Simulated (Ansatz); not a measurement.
# Kick test of a cell of Mg5O

It was reached by relaxing an invented guess, and it needn't be the stable form of this composition.

Computed with DFT PBE, scalar-relativistic, plane waves, PAW in Ansatz. Plane waves to 420 eV, a k mesh through Γ of 12×12×2 on the computed 12-atom cell and Gaussian smearing (0.10 eV); no spin polarisation.

The cell below (12 atoms, space group P-3m1 (No. 164)) is relaxed within its symmetry.

```
CELL_PARAMETERS angstrom
3.12612 0.00000 0.00000
-1.56306 2.70730 0.00000
0.00000 0.00000 25.87365
ATOMIC_POSITIONS crystal
Mg 0.00000 0.00000 0.00000
Mg 0.66667 0.33333 0.90489
Mg 0.33333 0.66667 0.09511
Mg 0.33333 0.66667 0.80436
Mg 0.00000 0.00000 0.70283
Mg 0.66667 0.33333 0.19564
Mg 0.00000 0.00000 0.29717
Mg 0.00000 0.00000 0.50000
Mg 0.66667 0.33333 0.60173
Mg 0.33333 0.66667 0.39827
O 0.66667 0.33333 0.04688
O 0.33333 0.66667 0.95312
```

For the test it was strained at random (σ = 1.5 % a component), the atoms were moved at random (σ = 0.15 Å), and all was relaxed again on a coarse 12×12×1 mesh (in the run’s order of axes) with 0.20 eV smearing, with no symmetry imposed.

Question: Is the structure stable against such a distortion?

Answer: It returns, within 1 meV/atom of the unmoved cell on that mesh and with the same symmetry when read at 0.1 Å (P1 at 0.01 Å, so small strains and shifts remain). So it is stable against the distortions that fit this cell and that this random move excites. Modes that don't fit the cell aren't tested.
